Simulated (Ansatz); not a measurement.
Starting structure, CO put at a top Rh site (Rh, Fm-3m (No. 225), (1 0 0) face):

```
Rh C O
1.0
     2.67286    0.00000    0.00000
     0.00000    2.67286    0.00000
     0.00000    0.00000   25.81999
Rh C O
4 1 1
Direct
  0.50000 0.50000 0.32920
  0.00000 0.00000 0.40240
  0.50000 0.50000 0.47579
  0.00000 0.00000 0.54614
  0.00000 0.00000 0.63289
  0.00000 0.00000 0.67743
```

The calculation used Ansatz, DFT PBEsol, scalar-relativistic, plane waves, PAW. Plane waves to 420 eV, a k mesh through Γ of 11×11×1 on the computed 6-atom cell and Gaussian smearing (0.10 eV); no spin polarisation. The cell repeats along c with a dipole correction in the vacuum.

Atoms 1, 2 (counted from 1) are held. The cell is fixed. Force threshold 0.03 eV/Å.

Question: Where does it end?

Answer: The energy falls by 0.886 eV in 7 steps, to:

```xyz
6
Lattice="2.6729 0.0000 0.0000 0.0000 2.6729 0.0000 0.0000 0.0000 25.8200" Properties=species:S:1:pos:R:3 pbc="T T T"
Rh    1.3364    1.3364    8.5000
Rh    0.0000    0.0000   10.3900
Rh    1.3364    1.3364   12.2696
Rh    0.0000    0.0000   14.2083
C     0.0000    0.0000   16.0355
O     0.0000    0.0000   17.1864
```

The end is the local minimum or symmetric point that this start leads to. The slab is only 5.7 Å thick, so the energy isn't converged with thickness.